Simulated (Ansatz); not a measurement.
Y2C in space group R-3m (No. 166; Y on 6c, C on 3a) at seven volumes, LDA in the plane-wave PAW code Ansatz, shape and atoms relaxed at each. One row is withheld.

```
V (Å³/atom)  P (GPa)
-----------  -------
19.700          7.13
20.349          4.40
20.999          2.04
21.648         -0.01
22.297         -1.74
22.947         -3.20
23.596             ?
```

Problem. Fit the shown pressures and predict the withheld one.

Solution. Third-order Birch–Murnaghan: P = (3/2)B₀(x^(7/2) − x^(5/2))[1 + (3/4)(B′ − 4)(x − 1)] with x = (V₀/V)^(2/3). Least squares on the six rows gives V₀ = 21.651 Å³/atom, B₀ = 62.28 GPa, B′ = 4.11. At V = 23.596, x = 0.9443 and P = -4.49 GPa. The run itself gave -4.38 GPa.

The first step of the workflow began from a Materials Project structure, measured or hypothetical; the Crystallography Open Database files this formula in space group No. 166, but the cells were not matched. Its standing as an ambient phase is unchecked. Symmetry was held in the LDA relaxation; whether a distortion lowers the energy is not shown. No spin polarisation was allowed.

Potentials: the later of the program's two PAW sets.
